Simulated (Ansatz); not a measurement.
Input and command of a calculation in Ansatz (plane waves; scalar-relativistic PAW potentials unless the input names others):

```yaml
crystal:
  lattice:
    - [3.0322239879, 0.0, 0.0]
    - [-1.516111994, 2.6259830035, 0.0]
    - [0.0, 0.0, 7.524137]
  atoms:
    - { symbol: Ta, position: [0.0, 0.0, 0.5] }
    - { symbol: Ta, position: [0.33333333, 0.66666667, 0.17393] }
    - { symbol: Ta, position: [0.66666667, 0.33333333, 0.82607] }
    - { symbol: "N", position: [0.0, 0.0, 0.0] }
basis:
  ecutwfc: "350 eV"
  ecutrho_ratio: 4
kpoints:
  mp_grid: { grid: [18, 18, 6] }
hamiltonian:
  xc: pbesol
scf:
  occupations: { method: gaussian, width: 0.1 }
output:
  forces: true
  eigenvalues: true
  stress: true
relax:
  adjacent_minimum: "off"
  f_tol: 0.005
  max_steps: 80
  cell: { stress_tol: 0.05 }
```

```bash
ansatz run input.yaml --threads 2 --pin off --max-ram 5120MiB --backend cpu --events-out ev --progress --plain --runs-dir out
```

Abridged log:
```
Warning: basis.ecutwfc = 350 eV is below the records' recommended 420 eV, and the density's cutoff is lower with it unless basis.ecutrho_ratio is high enough to keep the records' density cutoff: compare with a run at a higher cutoff
Warning: basis.ecutrho_ratio = 4 (ecutrho = 1400 eV) is below the records' recommended 1680 eV
The last accepted step is kept in <dir> (removed where the run ends without a failure and the disk answers)
Pseudopotentials: kind: paw
Pseudopotential: Ta, paw, valence charge 13, recommended cutoff 420 eV (normal)
Pseudopotential: N, paw, valence charge 5, recommended cutoff 420 eV (normal)
Functional definition: PBEsol
Crystal: 4 atoms, lattice volume = 59.911 Å³
Basis set: ecut = 350 eV, 899 PW (Γ), exchange–correlation on 40×40×96 points (8 copies of the dense FFT grid, shifted against one another)
Bands: 27, of which v1, the nominal top of the filled ones, is band 22 counted from 1 (21 counted from 0)
Symmetry: 12 space group operations
Space group: P-3m1 (ITA 164), of the structure as read, at distance tolerance 3.9e-5 Å
k-points: 202 of 1944
Initial density: superposition of atomic densities (neutral atoms: chi_scale 0, normalization atom), corrected by the library's trained network
Initial wavefunctions: pseudopotential atomic-orbital guess
Functional: x = pbesol(κ = 0.804, μ = 0.12345679), c = pbesol(β = 0.046)
SCF iter   1: F=—  HF=-29800.061912 eV  |F-HF|=—  |Δ(HF+E_count)|=         —  Δρ=1.07e-2  dr2=1.10e-1  ethr=1.77e-3  ⟨swp⟩=4.8  Hψ=22336  notcnv=0
SCF iter   2: F=—  HF=-29800.048488 eV  |F-HF|=—  |Δ(HF+E_count)|=   1.34e-2  Δρ=4.40e-3  dr2=9.13e-3  ethr=2.49e-4  ⟨swp⟩=1.0  Hψ=7089  notcnv=0
SCF iter   3: F=—  HF=-29800.047014 eV  |F-HF|=—  |Δ(HF+E_count)|=   1.47e-3  Δρ=2.18e-3  dr2=2.49e-3  ethr=2.07e-5  ⟨swp⟩=1.0  Hψ=5411  notcnv=0
SCF iter   4: F=—  HF=-29800.046308 eV  |F-HF|=—  |Δ(HF+E_count)|=   7.07e-4  Δρ=3.19e-4  dr2=8.12e-5  ethr=5.65e-6  ⟨swp⟩=2.0  Hψ=6627  notcnv=0
SCF iter   5: F=—  HF=-29800.046268 eV  |F-HF|=—  |Δ(HF+E_count)|=   3.97e-5  Δρ=7.93e-5  dr2=5.41e-6  ethr=1.85e-7  ⟨swp⟩=2.0  Hψ=7371  notcnv=0
SCF iter   6: F=—  HF=-29800.046267 eV  |F-HF|=—  |Δ(HF+E_count)|=   9.02e-7  Δρ=1.05e-5  dr2=1.18e-7  ethr=1.23e-8  ⟨swp⟩=2.0  Hψ=7378  notcnv=0
SCF iter   7: F=-29800.046267 eV  HF=-29800.046267 eV  |F-HF|=4.34e-9  |Δ(HF+E_count)|=   1.96e-8  Δρ=2.49e-6  dr2=5.75e-9  ethr=2.27e-10  ⟨swp⟩=5.4  Hψ=18874  notcnv=0
SCF 1 converged in 7 iterations: F = -29800.046267 eV  dr2 = 5.75e-9
relax step   1: F+E_penalty+E_count = -29800.04626698 eV  Δ(F+E_penalty+E_count) = +0.000e0 eV  max|allowed force component| = 3.790e-1 eV/Å  Δτ_max = 0.0000 Å  P = -8.025 GPa  Ω = 59.911 Å³  (7 SCF iters, dr2 threshold 1.00e-7 eV, accepted)
Crystal: 4 atoms, lattice volume = 54.475 Å³
Basis set: ecut = 350 eV, 833 PW (Γ), exchange–correlation on 40×40×96 points (8 copies of the dense FFT grid, shifted against one another)
Initial density: handed on by an earlier stage of this run
Initial wavefunctions: those handed on with the density
SCF iter   1: F=—  HF=-29800.066602 eV  |F-HF|=—  |Δ(HF+E_count)|=         —  Δρ=1.97e-2  dr2=1.84e0  ethr=3.10e-3  ⟨swp⟩=8.5  Hψ=27260  notcnv=0
   ...
SCF iter   2: F=—  HF=-29800.097811 eV  |F-HF|=—  |Δ(HF+E_count)|=   6.56e-6  Δρ=6.55e-5  dr2=1.30e-5  ethr=3.89e-7  ⟨swp⟩=1.1  Hψ=5472  notcnv=0
SCF iter   3: F=—  HF=-29800.097779 eV  |F-HF|=—  |Δ(HF+E_count)|=   3.26e-5  Δρ=3.59e-5  dr2=3.66e-6  ethr=2.96e-8  ⟨swp⟩=1.1  Hψ=5473  notcnv=0
SCF iter   4: F=-29800.097778 eV  HF=-29800.097778 eV  |F-HF|=2.55e-8  |Δ(HF+E_count)|=   7.04e-7  Δρ=7.27e-6  dr2=3.84e-8  ethr=2.76e-10  ⟨swp⟩=3.6  Hψ=22438  notcnv=0
SCF 8 converged in 4 iterations: F = -29800.097778 eV  dr2 = 3.84e-8
relax step   8: F+E_penalty+E_count = -29800.09777805 eV  Δ(F+E_penalty+E_count) = -4.940e-4 eV  max|allowed force component| = 1.728e-4 eV/Å  Δτ_max = 0.0004 Å  P = -0.004 GPa  Ω = 58.093 Å³  energy of the carried Pulay correction = +4.600e-4 eV  (4 SCF iters, dr2 threshold 1.21e-7 eV, accepted)
SCF iter   1: F=—  HF=-29800.097302 eV  |F-HF|=—  |Δ(HF+E_count)|=         —  Δρ=1.51e-5  dr2=7.45e-8  ethr=8.44e-8  ⟨swp⟩=3.0  Hψ=35941  notcnv=0
SCF iter   2: F=—  HF=-29800.097274 eV  |F-HF|=—  |Δ(HF+E_count)|=   2.77e-5  Δρ=7.17e-6  dr2=1.47e-8  ethr=1.69e-10  ⟨swp⟩=2.0  Hψ=9232  notcnv=0
SCF iter   3: F=—  HF=-29800.097274 eV  |F-HF|=—  |Δ(HF+E_count)|=  5.82e-10  Δρ=3.23e-6  dr2=5.12e-9  ethr=3.33e-11  ⟨swp⟩=1.0  Hψ=5455  notcnv=0
SCF iter   4: F=—  HF=-29800.097274 eV  |F-HF|=—  |Δ(HF+E_count)|=  6.55e-10  Δρ=4.68e-7  dr2=3.11e-10  ethr=1.16e-11  ⟨swp⟩=2.0  Hψ=6494  notcnv=0
SCF iter   5: F=-29800.097274 eV  HF=-29800.097274 eV  |F-HF|=3.64e-11  |Δ(HF+E_count)|=  5.09e-11  Δρ=1.12e-7  dr2=2.34e-11  ethr=1.00e-12  ⟨swp⟩=3.3  Hψ=22005  notcnv=0
SCF 9 converged in 5 iterations: F = -29800.097274 eV  dr2 = 2.34e-11
SCF converged after 5 iterations
Free energy (F): -29800.097274 eV
Harris-Foulkes:  -29800.097274 eV  (|F-HF|=3.64e-11)
Internal energy: -29800.079753 eV  (E = F + TS)
E sigma→0 (E₀):  -29800.088513 eV
Entropy (-TS):   -0.017521 eV (-4.380 meV/atom)
Fermi energy:    19.348474 eV
--- Forces (eV/Å), atoms counted from 1 ---
  atom   1  Ta     0.00000000     0.00000000     0.00000000
  atom   2  Ta     0.00000000     0.00000000    -0.00020344
  atom   3  Ta     0.00000000     0.00000000     0.00020344
  atom   4  N      0.00000000     0.00000000     0.00000000
--- Stress (GPa, compression-positive) ---
       -0.009174       0.000000       0.000000
        0.000000      -0.009174       0.000000
        0.000000       0.000000      -0.003825
  P = ⅓ Tr σ = -0.0074 GPa (-0.074 kbar)
--- Relaxed structure (7 steps of the walk, 6 accepted, 2 SCFs on fresh bases) ---
  F+E_penalty+E_count = -29800.09727412 eV   max|allowed force component| = 2.034e-4 eV/Å   (the final SCF, on the basis selected at the relaxed cell)
  cell:  # Å, volume = 58.0931 Å³
    - [3.00098113, 0.0, 0.0]
    - [-1.50049056, 2.59892589, 0.0]
    - [0.0, 0.0, 7.44847627]
  atoms:
    - { symbol: Ta, position: [0.0, 0.0, 0.5] }
    - { symbol: Ta, position: [0.33333333, 0.66666666, 0.17254273] }
    - { symbol: Ta, position: [0.66666666, 0.33333333, 0.82745726] }
    - { symbol: N, position: [0.0, 0.0, 0.0] }
```

Apart from outputs and empty bands, the input differs from a reference run on usual settings in basis.ecutrho_ratio: not typed → 4; basis.ecutwfc: 420 → "350 eV". The reference, at the same start, ended its own course with a relaxed volume of 14.52 Å³/atom, pressure 0.00 GPa, largest force 0.000 eV/Å, no gap on the mesh. This run converged in 58 SCF iterations over all its steps (reference: 55) with an energy at zero smearing 17.84 meV/atom above the reference's, a relaxed volume of 14.52 Å³/atom, pressure -0.01 GPa, largest force 0.000 eV/Å, no gap on the mesh. Its cutoff is looser than usual, and the result moved.

The run took 46 s on 2 threads of Intel(R) Xeon(R) 6975P-C (Granite Rapids), with other jobs on the host, peak memory 0.54 GiB.